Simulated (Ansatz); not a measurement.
Input file for Ansatz (an electronic-structure program):

Ansatz 0.2 input:
```yaml
crystal:
  lattice:
    - [3.9586578837, 0.0, 0.0]
    - [-1.9793289418, 3.4282982921, 0.0]
    - [0.0, 0.0, 6.5317792458]
  atoms:
    - { symbol: Ge, position: [0.6666666667, 0.3333333333, 0.0628672076] }
    - { symbol: Ge, position: [0.3333333333, 0.6666666667, 0.9371327924] }
    - { symbol: Ge, position: [0.3333333333, 0.6666666667, 0.5628672076] }
    - { symbol: Ge, position: [0.6666666667, 0.3333333333, 0.4371327924] }
kpoints:
  mp_grid: { grid: [12, 12, 7] }
hamiltonian:
  xc: lda
  pseudopotentials: { azcp: { folder: ./paw }, kind: paw }
scf:
  occupations: { method: fermi_dirac, width: 0.1 }
phonons:
  method: dfpt
  response_accuracy: low
  eigenvectors: true
  rigid_motions: translations
```

Output (shortened):

```
Pseudopotential: Ge, paw, valence charge 14
Functional definition: SPW92
Crystal: 4 atoms, lattice volume = 88.646 Å³
Basis set: ecut = 420 eV, 1761 PW (Γ), exchange–correlation on 54×54×96 points (8 copies of the dense FFT grid, shifted against one another)
Bands: 34, of which v1, the nominal top of the filled ones, is band 28 counted from 1 (27 counted from 0)
Symmetry: 24 space group operations
k-points: 277 of 1008 (irreducible under 2 space group operations, time reversal used)
SCF iter   1: F=—  HF=-16863.125352 eV  |F-HF|=—  |Δ(HF+E_count)|=         —  Δρ=3.58e-2  dr2=1.04e0  ethr=3.10e-3  ⟨swp⟩=5.7  Hψ=36060  notcnv=0
preconditioner: auto → Kerker (q_TF=auto, 2.527 Å⁻¹)
SCF iter   2: F=—  HF=-16862.996766 eV  |F-HF|=—  |Δ(HF+E_count)|=   1.29e-1  Δρ=2.33e-2  dr2=5.16e-1  ethr=1.85e-3  ⟨swp⟩=2.0  Hψ=13118  notcnv=0  defer=18
SCF iter   3: F=—  HF=-16862.849946 eV  |F-HF|=—  |Δ(HF+E_count)|=   1.47e-1  Δρ=3.99e-3  dr2=2.59e-2  ethr=9.22e-4  ⟨swp⟩=2.1  Hψ=13292  notcnv=0  defer=19
SCF iter   4: F=—  HF=-16862.846845 eV  |F-HF|=—  |Δ(HF+E_count)|=   3.10e-3  Δρ=2.42e-3  dr2=8.10e-3  ethr=4.63e-5  ⟨swp⟩=2.0  Hψ=14939  notcnv=0  defer=19
SCF iter   5: F=—  HF=-16862.845840 eV  |F-HF|=—  |Δ(HF+E_count)|=   1.00e-3  Δρ=7.51e-4  dr2=4.36e-4  ethr=1.45e-5  ⟨swp⟩=2.0  Hψ=17159  notcnv=0  defer=19
SCF iter   6: F=—  HF=-16862.845872 eV  |F-HF|=—  |Δ(HF+E_count)|=   3.16e-5  Δρ=1.98e-4  dr2=4.84e-5  ethr=7.78e-7  ⟨swp⟩=2.0  Hψ=16411  notcnv=0  defer=19
SCF iter   7: F=—  HF=-16862.845904 eV  |F-HF|=—  |Δ(HF+E_count)|=   3.28e-5  Δρ=6.81e-5  dr2=7.07e-6  ethr=8.64e-8  ⟨swp⟩=3.0  Hψ=18107  notcnv=0  defer=19
SCF iter   8: F=—  HF=-16862.845906 eV  |F-HF|=—  |Δ(HF+E_count)|=   1.51e-6  Δρ=1.62e-5  dr2=3.31e-7  ethr=1.26e-8  ⟨swp⟩=2.0  Hψ=16750  notcnv=0  defer=19
SCF iter  12: F=-16862.845904 eV  HF=-16862.845904 eV  |F-HF|=0.00e0  |Δ(HF+E_count)|=  1.09e-11  Δρ=6.63e-8  dr2=2.99e-12  ethr=1.00e-12  ⟨swp⟩=5.8  Hψ=37150  notcnv=0
SCF 1 converged in 12 iterations: F = -16862.845904 eV  dr2 = 2.99e-12
DFPT response loops at Γ: preconditioner auto → Kerker (q_TF=auto, 2.527 Å⁻¹) (partly filled bands, converged f_vac=0.062) …
SCF converged after 12 iterations
Free energy (F): -16862.845904 eV
Harris-Foulkes:  -16862.845904 eV  (|F-HF|=0.00e0)
Internal energy: -16862.838913 eV  (E = F + TS)
E sigma→0 (E₀):  -16862.842409 eV
Entropy (-TS):   -0.006991 eV (-1.748 meV/atom)
Fermi energy:    8.593420 eV
--- Per-component energies (eV) ---
  E_band       = -609.104133
  E_kinetic    = 374.402814
  E_local      = -8975.959553  (includes V_loc(G=0)·N_el)
  E_nonlocal   = 884.508443
  E_hartree    = 4276.813827
  E_xc         = -286.344913
  E_vxc        = -263.418744  (∫ρ·V_xc dr)
  E_paw        = -7738.652954  (= ΣΔE_a)
  E_vpaw       = -1182.264805  (= ΣTr[D̂ρ^β])
  E_aug_tail   = 0.000048  (compensation charges beyond the density's cutoff)
  E_ewald      = -5405.239933
  E_core_change = 7.633306  (= ΣΔE_core)
  E_smearing   = -0.006991  (= −TS)
  E_closure    = 0.000000  (closes the sum)
  Σ components = -16862.845904   (vs F -16862.845904, Δ=0.00e0)
  [band-id]    e_kinetic+e_local+e_nonlocal+2·e_hartree+e_vxc+e_vpaw+e_augmentation_tail = -609.104142   (vs E_band -609.104133, Δ=-9.37e-6)
--- Band table (eV; the first three rows and the last of 277) ---
  k-point 0: bands = ["-16.5119", "-16.5119", "-16.4709", "-16.4707", "-16.4707", "-16.4568", "-16.4444", "-16.4444", "-16.3880", "-16.3880", "-16.2539", "-16.2539", "-16.2395", "-16.2222", "-16.2185", "-16.2185", "-16.1984", "-16.1984", "-16.1666", …
  k-point 1: bands = ["-16.5104", "-16.5104", "-16.4744", "-16.4744", "-16.4700", "-16.4572", "-16.4404", "-16.4404", "-16.3908", "-16.3908", "-16.2518", "-16.2518", "-16.2390", "-16.2233", "-16.2203", "-16.2203", "-16.1964", "-16.1964", "-16.1680", …
  k-point 2: bands = ["-16.5060", "-16.5060", "-16.4822", "-16.4822", "-16.4674", "-16.4585", "-16.4314", "-16.4314", "-16.3985", "-16.3985", "-16.2462", "-16.2462", "-16.2372", "-16.2263", "-16.2248", "-16.2248", "-16.1913", "-16.1913", "-16.1720", …
  k-point 276: bands = ["-16.5261", "-16.5205", "-16.5078", "-16.5017", "-16.4423", "-16.4314", "-16.3828", "-16.3721", "-16.3583", "-16.3539", "-16.3081", "-16.3007", "-16.2725", "-16.2633", "-16.2500", "-16.2405", "-16.1730", "-16.1666", "-16.1517", …
--- Phonons (Γ-DFPT): 2 representative perturbations + reference, on 277 of 1008 k-points (Σ response iterations 6) ---
  ASR residual: 1.340e-4 → 0.000e0 eV/Å²; symmetrization residual: 8.288e-5 eV/Å²
  ASR residual per site (eV/Å²): 1.34e-4 1.34e-4 1.34e-4 1.34e-4
  Γ frequencies (cm⁻¹): 0.00 0.00 0.00 52.54 52.54 214.57 239.81 277.32 277.32 289.10 290.71 290.71
  non-analytic LO–TO correction: not included (Born effective charges unavailable; polar crystals: no LO–TO splitting at Γ)
```

Cost: about 2.0 core-minutes (a rough figure) on shared cores.

Space group P6_3/mmc. The workflow started from a Materials Project entry (that database holds measured and hypothetical structures alike); the Crystallography Open Database copy checked does not list it. It is not the phase usual at ambient conditions (space group No. 227). The LDA relaxation kept the symmetry of its start; its stability against distortions is not shown here. As this level gives no gap, phonon frequencies hold no LO–TO term and depend on the k-mesh and smearing (Fermi–Dirac, 0.1 eV here). Spin–orbit coupling is left out wherever it is not named.

Potentials: the earlier of the program's two PAW sets. The files were generated under PBE; for other functionals the program regenerates the frozen cores, and for LDA and PBEsol the local potential too.

Ansatz is a plane-wave DFT program.
